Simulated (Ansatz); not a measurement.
CdS:
```xyz
4
Lattice="4.1244 0.0000 0.0000 -2.0622 3.5718 0.0000 0.0000 0.0000 6.7098" Properties=species:S:1:pos:R:3 pbc="T T T"
Cd     2.0622     1.1906     3.3563
Cd     0.0000     2.3812     0.0014
S      2.0622     1.1906     5.8831
S      0.0000     2.3812     2.5282
```

This is the PBEsol-relaxed structure. Cartesian axes are those of the cell as given.

Task: All from DFT-PBEsol in the program Ansatz with PAW potentials, unless another level is named. Predict the Hill bulk and shear moduli.

Result: 61.2 and 17.3 GPa.

Task: And the elastic constants (relaxed ions, GPa)?

Result: C11 = 85.8, C12 = 52.3, C13 = 45.0, C33 = 94.7, C44 = 15.0.

Space group P6_3mc (wurtzite). Symmetry was held in the PBEsol relaxation.

Potentials: the earlier of the program's two PAW sets. The files were generated under PBE; for other functionals the program regenerates the frozen cores, and for LDA and PBEsol the local potential too.
